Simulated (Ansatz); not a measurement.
A trial structure of B4Cl3 was built thus: random cell by space group and Wyckoff sites (P6/mmm, No. 191). The dimensions are guesses.

```
B Cl
1.0
     4.01979    0.00000    0.00000
    -2.00989    3.48124    0.00000
     0.00000    0.00000    9.23497
B Cl
4 3
Cartesian
  0.0000 2.3208 6.6134
  0.0000 2.3208 2.6216
  2.0099 1.1604 2.6216
  2.0099 1.1604 6.6134
  0.0000 2.3208 0.0000
  2.0099 1.1604 0.0000
  0.0000 0.0000 0.0000
```

These are results of Ansatz, DFT PBE, scalar-relativistic, plane waves, PAW, not measurements. Cutoff 420 eV, Gaussian smearing, Γ-centred meshes. Cell and atoms relax first on a coarse mesh and then on a finer one. In between, the cell is made exact in the group found at 0.06 Å. In metals the finer mesh still leaves noise of several meV/atom or more. The steps can't lower the symmetry of their start. No spin polarisation.

A guess keeps its type if space group and coordination stay and the shape of the cell changes little (axis ratios within about 15 %, angles within 6°); the volume may change.

Question: Will the relaxed cell still be of the starting type?

Answer: It doesn't keep its type. The symmetry stays P6/mmm (No. 191). The volume per atom stays near 18.4 Å³. The shortest distance goes from 2.32 Å (B–B and Cl–Cl) to 1.52 Å (B–B). The ratio c/a of the conventional cell changes by a factor of 0.41. Counting neighbours within 15 % of an atom's shortest distance, the start has B 4, Cl 6/8 and the end B 1, Cl 2/6. In detail, at the end B has 1 B at 1.52 Å and 1 Cl at 1.79 Å; around Cl on a site of symmetry -6m2 lie 2 B at 1.79 Å and 6 Cl at 3.12 Å; Cl on a site of symmetry 6/mmm has 6 Cl at 3.12 Å (long contacts).

```cif
data_structure
_symmetry_space_group_name_H-M 'P6/mmm'
_symmetry_Int_Tables_number 191
_cell_length_a 5.4094
_cell_length_b 5.4094
_cell_length_c 5.0957
_cell_angle_alpha 90.000
_cell_angle_beta 90.000
_cell_angle_gamma 120.000
_cell_volume 129.13
loop_
_atom_site_label
_atom_site_type_symbol
_atom_site_symmetry_multiplicity
_atom_site_Wyckoff_symbol
_atom_site_fract_x
_atom_site_fract_y
_atom_site_fract_z
_atom_site_occupancy
B1 B 4 h 0.33333 0.66667 0.64952 1
Cl1 Cl 2 c 0.33333 0.66667 0.00000 1
Cl2 Cl 1 a 0.00000 0.00000 0.00000 1
```

The last run used a 9×9×8 mesh (in the run's order of axes) for its 7-atom cell and Gaussian smearing of 0.10 eV. No dispersion correction is applied, so the spacing and binding between layers, chains or molecules are poorly described. An odd number of electrons in the primitive cell allows no gap without spin; a larger cell or a magnetic state could open one. The cell is a metal run without spin; a magnetic state may lie lower. A structure relaxed within its symmetry needn't be a true minimum.

In counts of neighbours, a slash parts the counts of unlike sites.
